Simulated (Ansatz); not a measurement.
Polymorphs of HgS, each relaxed with HSE06 in the plane-wave PAW code Ansatz:

A: C2/c
a = 7.552 Å, b = 4.485 Å, c = 7.219 Å, α = γ = 90.00°, β = 112.87°

| atom | site | symmetry | x | y | z |
|---|---|---|---|---|---|
| Hg | 4a | -1 | 0.0000 | 0.0000 | 0.0000 |
| S | 4e | 2 | 0.0000 | 0.6655 | 0.2500 |

B: zinc blende (F-43m)
a = 5.923 Å, b = 5.923 Å, c = 5.923 Å, α = 90.00°, β = 90.00°, γ = 90.00°

```tsv
atom	site	symmetry	x	y	z
S	4c	-43m	0.2500	0.2500	0.2500
Hg	4a	-43m	0.0000	0.0000	0.0000
```

### Question
Put the candidates in order of energy per atom at 0 K, lowest first, for HSE06.

### Answer
B (+0 meV/atom), A (+17 meV/atom)

### Question
Give each one's gap.

### Answer
A 2.79 eV; B 0.37 eV.

Constructed cells (a structure type filled with these elements, in neither database checked): A. All cells were relaxed under the symmetry of their starts (and spin orders); stability against distortions was not tested throughout. Scalar-relativistic: spin–orbit coupling is off unless named, which matters more the heavier the elements.

Potentials: the later of the program's two PAW sets.
